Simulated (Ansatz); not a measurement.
ZrSe:
```cif
data_SeZr
_chemical_formula_sum 'Zr1 Se1'
_space_group_name_H-M_alt 'P-6m2'
_space_group_IT_number 187
_space_group_name_Hall 'P -6 2'
_cell_length_a 3.52953
_cell_length_b 3.52953
_cell_length_c 3.59928
_cell_angle_alpha 90.000
_cell_angle_beta 90.000
_cell_angle_gamma 120.000
loop_
_atom_site_label
_atom_site_type_symbol
_atom_site_symmetry_multiplicity
_atom_site_Wyckoff_symbol
_atom_site_fract_x
_atom_site_fract_y
_atom_site_fract_z
_atom_site_occupancy
Zr1 Zr 1 a 0.00000 0.00000 0.00000 1
Se1 Se 1 d 0.33333 0.66667 0.50000 1
```

Relaxed at zero pressure with PBEsol (plane waves, PAW; program Ansatz).

Q: The volume is raised by 3 % and shape and atoms relax at that volume. What pressure results, and how do the axes share the change?

A: -3.6 GPa; a 1.2 %, b 1.2 %, c 0.5 %; the energy rises by 7 meV/atom.

Q: Give the new structure.

A: 
Space group P-6m2 (No. 187); a = b = 3.5727 Å, c = 3.6182 Å, α = β = 90.00°, γ = 120.00°

```tsv
atom	site	symmetry	x	y	z
Zr	1a	-6m2	0.0000	0.0000	0.0000
Se	1d	-6m2	0.3333	0.6667	0.5000
```

The phase is kept; no other phase was compared at this pressure.

The first step of the workflow began from a Materials Project structure, measured or hypothetical; the Crystallography Open Database copy checked does not list it. Its standing as an ambient phase is unchecked. The cell was relaxed with PBEsol under the symmetry of its start; its stability against distortions is not shown here. No spin polarisation was allowed.

Potentials: the later of the program's two PAW sets.
